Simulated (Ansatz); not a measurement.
**Zincblende alloy of InAs and InSb (20 of 32 As sites exchanged), 64 atoms**

Ansatz, PAW, plane waves. PBEsol relaxation of volume and atoms (shape held) at the single k point (¼, ¼, ¼) without its symmetry partners; single points on the relaxed atoms at the single k point (¼, ¼, ¼) without its symmetry partners, onto which points of the small cell's zone fold. Arrangement: random. No spin–orbit coupling unless named.

Relaxed structure:

```
In Sb As
1.0
    12.70996    0.00000    0.00000
     0.00000   12.70996    0.00000
     0.00000    0.00000   12.70996
In Sb As
32 20 12
Cartesian
  12.6165 0.1262 12.5862
  0.0924 0.1096 6.4408
  0.1561 6.3379 0.0048
  12.6852 6.1940 6.3889
  6.3213 0.0240 12.7079
  6.3692 0.0477 6.5280
  6.4523 6.2594 12.5849
  6.2384 6.2789 6.3078
  3.1052 3.2711 12.6138
  3.1015 3.2658 6.4414
  3.0975 9.4373 0.0741
  3.3367 9.5164 6.3686
  9.5632 3.2052 12.5404
  9.4369 3.2545 6.4411
  9.5197 9.5076 0.0024
  9.5594 9.5175 6.3703
  3.1812 0.0368 3.1824
  3.1664 0.0251 9.3741
  3.1138 6.4180 3.2810
  3.1880 6.1805 9.5162
  9.5473 0.0202 3.2004
  9.5178 0.2066 9.5225
  9.4325 6.2407 3.2711
  9.5542 6.2036 9.5036
  0.0840 3.2861 3.2781
  12.7047 3.1896 9.5171
  0.0818 9.4424 3.1074
  0.0080 9.5118 9.5102
  6.4076 3.2614 3.2645
  6.4001 3.2631 9.4322
  6.2579 9.4218 3.2863
  6.2585 9.6102 9.4539
  1.5598 1.6446 1.5630
  1.6327 7.8741 7.9171
  7.9689 1.6579 1.5633
  7.9045 7.8868 1.6157
  7.8964 7.8799 7.9324
  4.7482 4.8181 1.5985
  4.7492 11.0764 1.6120
  11.1339 4.7712 1.5782
  11.1580 11.1335 1.5623
  11.1176 11.2025 7.9744
  4.7582 1.6427 4.8590
  4.7558 1.6442 11.0315
  4.7388 7.9005 11.0901
  11.1188 1.6737 4.8411
  11.1430 7.8670 4.7591
  11.1414 7.8705 11.1169
  1.6196 11.1012 4.8032
  1.6000 11.1491 11.1022
  7.8971 11.1276 4.8140
  7.9477 11.1660 11.0740
  1.5937 1.6751 7.9724
  1.6144 7.8766 1.6180
  7.9329 1.6720 7.9670
  4.7575 4.7394 7.9192
  4.7547 11.1605 7.9173
  11.1142 4.6894 7.9516
  4.7334 7.8838 4.8076
  11.1198 1.6765 11.0349
  1.6143 4.8018 4.8317
  1.5537 4.7533 11.0608
  7.8933 4.7667 4.8582
  7.9697 4.7135 11.0261
```

What are the mean bond lengths by pair (pairs within 1.2 times the sum of covalent radii, less contacts 15 % beyond the pair's median; cation–cation pairs of compounds aside; long ionic contacts are cut short by that bound)?

As–In 2.666 ± 0.012 Å (standard deviation, 48 bonds); In–Sb 2.807 ± 0.012 Å (standard deviation, 80 bonds).

What gap lies between the top filled and the lowest empty level in the single points?

r²SCAN 1.10 eV (7.4 s on NVIDIA GB200). Away from Γ this isn't the crystal's band gap.
